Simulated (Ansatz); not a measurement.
BaNbHO₂ in space group P4/mmm (No. 123; Ba on 1d, Nb on 1a, O on 2f, H on 1b) under volume change, plane-wave PAW PBEsol (Ansatz code), shape and atoms relaxed at each volume.

```csv
V (Å³/atom),E − E(relaxed) (meV/atom),P (GPa)
12.014,53.5,15.73
12.410,22.4,9.61
12.806,5.3,4.41
13.202,0.0,0.00
13.598,4.7,-3.73
13.995,17.9,-6.88
14.391,38.2,-9.49
```

Q: What does a third-order Birch–Murnaghan fit give for V₀, B₀ and B′?

A: V₀ = 13.20 Å³/atom, B₀ = 134 GPa, B′ = 4.6.

The start of the workflow was typed in or built on a structure type; neither database checked (COD, Materials Project) lists it. Its standing as an ambient phase is unchecked. Symmetry was held in the PBEsol relaxation; whether a distortion lowers the energy is not shown. The workflow began spin-polarised and lost its moments. Scalar-relativistic: spin–orbit coupling is off unless named, which matters more the heavier the elements.

Potentials: the earlier of the program's two PAW sets. The files were generated under PBE; for other functionals the program regenerates the frozen cores, and for LDA and PBEsol the local potential too.
